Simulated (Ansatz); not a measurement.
# BP with Ge replacing B: gradients before and after relaxing the atoms

Start: a supercell of BP (zinc blende type, F-43m) built from a COD entry, with all atoms left at the host's positions.

Space group F-43m (No. 216); a = 13.6140 Å.

| site | Wyckoff | site symmetry | x | y | z |
| --- | --- | --- | --- | --- | --- |
| Ge | 4a | -43m | 0.0000 | 0.0000 | 0.0000 |
| B2 | 48h | ..m | 0.1667 | 0.0000 | 0.1667 |
| B5 | 16e | .3m | 0.3333 | 0.8333 | 0.1667 |
| B9 | 16e | .3m | 0.6667 | 0.6667 | 0.3333 |
| B15 | 24f | 2.mm | 0.5000 | 0.6667 | 0.5000 |
| P28 | 16e | .3m | 0.0833 | 0.9167 | 0.0833 |
| P29 | 24g | 2.mm | 0.2500 | 0.9167 | 0.2500 |
| P33 | 48h | ..m | 0.5833 | 0.7500 | 0.4167 |
| P41 | 16e | .3m | 0.4167 | 0.5833 | 0.4167 |
| P54 | 4c | -43m | 0.7500 | 0.2500 | 0.7500 |

One atom of each set is listed; the run and its k-mesh use a cell of 54 atoms with edges of 9.63, 9.63, 9.63 Å.

Computed with Ansatz: DFT, PBE, plane waves and PAW, scalar-relativistic, 420 eV cutoff, Γ-centred 3×3×3 k-points, Fermi–Dirac smearing 0.01 eV, cell charge +1.

The largest force at the start is 8.5 eV/Å. Relaxing the ions at fixed cell moves them by 0.233 Å at most (atom 28, P) and 0.066 Å rms.

```csv
site,moved (Å),first shell before,first shell after,V_zz before (10²¹ V/m²),η before
Ge,0.000,4 P at 1.97 Å,4 P at 2.20 Å,0.00,–
B2,0.040,4 P at 1.97 Å,4 P at 1.93–1.96 Å,0.27,0.10
B5,0.006,4 P at 1.97 Å,4 P at 1.96–1.97 Å,-0.043,0.00
B9,0.002,4 P at 1.97 Å,4 P at 1.96 Å,-0.056,0.00
B15,0.005,4 P at 1.97 Å,4 P at 1.96 Å,-0.033,0.87
P28,0.233,"1 Ge at 1.97 Å, 3 B at 1.97 Å","3 B at 1.93 Å, 1 Ge at 2.20 Å",-0.089,0.00
P29,0.002,4 B at 1.97 Å,4 B at 1.94–1.97 Å,0.57,0.70
P33,0.009,4 B at 1.97 Å,4 B at 1.96 Å,-0.39,0.60
P41,0.003,4 B at 1.97 Å,4 B at 1.96 Å,0.018,0.00
```

(1) What are V_zz and η after the relaxation?

Answers

(1) 

```csv
site,V_zz after,η after,change of V_zz
Ge,0.00,–,0.00
B2,0.18,0.79,-0.09
B5,-0.067,0.00,-0.02
B9,-0.040,0.00,+0.02
B15,-0.035,0.53,0.00
P28,3.02,0.00,+3.10
P29,0.34,0.46,–
P33,-0.53,0.89,-0.14
P41,0.063,0.00,+0.04
```

The largest change of V_zz along a kept axis is on P28, from -0.089 to 3.02. Where |V_zz| stays above 0.1 and the axes keep their order, η moves most on P33, from 0.60 to 0.89. On B2 V_xx and V_yy change places (or their axes turn by over 50°), so the two values of η hide a larger change. V_zz changes sign on P28 (same axis). On P29 the largest principal value lies along another axis in the second run, so the two V_zz can't be compared directly. Other sites without a gradient aren't listed.

The defect repeats with the cell of 54 atoms, so it feels its images: sites between two images don't show the values beside a lone defect, and zeros or small values of η there can come from the images' arrangement. A uniform background compensates the cell's charge.
Before: The cell keeps the host's lattice, where the PBE pressure is 8 GPa (in a charged cell this depends on the convention for the mean potential). The neighbours have not yet relaxed around the defect (largest force 8.5 eV/Å), so the values at and beside it are those of a strained start, not of the defect in a real crystal.
After: The relaxation keeps the site symmetry -43m of the start, so the impurity can't leave its site; a start off the site could end lower. The cell keeps the host's lattice, where the PBE pressure is 6 GPa (in a charged cell this depends on the convention for the mean potential).
